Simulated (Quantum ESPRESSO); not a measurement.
## One change at a time to AlMo3SnTa2W

All numbers below are calculated, not measured. They come from Quantum ESPRESSO 7.5, a public plane-wave density functional program. Each row is one single-point run on a made-up periodic cell of eight metal atoms, with elements, volume, strain and displacements drawn at random and not relaxed, so a cell may be unstable or far from any real phase. There is no spin polarisation or spin-orbit coupling.

Settings: PBE unless stated; PseudoDojo standard norm-conserving files; Fermi-Dirac width 0.25 eV, which means electrons at about 2900 K; cutoff 1088 eV; 5 x 5 x 5 k mesh shifted half a step off Gamma. E is the free energy of the whole cell (internal energy minus TS), so a -TS column is already part of it. Stress is positive in tension, and the pressure P is minus a third of its trace.

Checks: one run of this series was repeated at a higher cutoff and on a denser mesh, which moved values by no more than 0.002 eV, 0.04 GPa and 0.005 eV/Å, and a second program with other atomic files agreed on it to 2 % rms in force and 0.5 GPa in pressure. Known limits: the tin pseudopotential is less sure than most, with forces differing by about three percent from a second method on plain tin; heavy elements are run without spin-orbit coupling, which real alloys of them have; a spin test at this wide smearing found no moment, but such smearing suppresses magnetism that the real alloy may have.

The lattice is face-centred cubic, and the cell vectors in Å are (2.038, 4.248, 2.064); (-0.117, 4.329, -4.172); (-4.224, 4.363, -0.082), a volume of 147.89 Å³ in run 1. The elements on sites 1 to 8 are Mo Ta Mo Ta W Al Mo Sn. Each later run makes one change to run 1 and keeps the rest. E is counted from run 1, and is n/a where other atomic files have another zero of energy.

```
run                           change  V (Å³)  P (GPa)  -TS (eV)  rms force (eV/Å)  largest change of a force component (eV/Å)  E (eV)
  1                             none  147.89    -9.78    -1.710             0.798                                       0.000   0.000
  2          sites 3 and 8 exchanged  147.89   -10.46    -1.590             0.597                                       1.790  -0.458
  3    all lengths scaled by +1.48 %  154.55   -15.59    -1.803             0.671                                       0.279       ?
  4           PBEsol in place of PBE  147.89   -15.15    -1.715             0.751                                       0.132     n/a
  5                     Ga on site 1  147.89    -9.64    -1.478             0.718                                       0.430     n/a
  6  site 2 moved by -0.20 Å along y  147.89    -7.89    -1.745             1.193                                       1.984   0.496
```

## Worked estimate

Along a uniform scaling dE = -P dV. The mean of the two pressures is -12.685 GPa and the volume changes by 6.66 Å³, with 160.2 GPa to one eV/Å³. The same two rows give -V dP/dV = 132 GPa for this cell with clamped atoms, which is not the bulk modulus of a real alloy.

## Withheld value

Question: what E should run 3 give?

The estimate is 0.527 eV. The calculation gave 0.532 eV. The mean of two end points misses the curvature of P, and the finite cutoff adds a little.
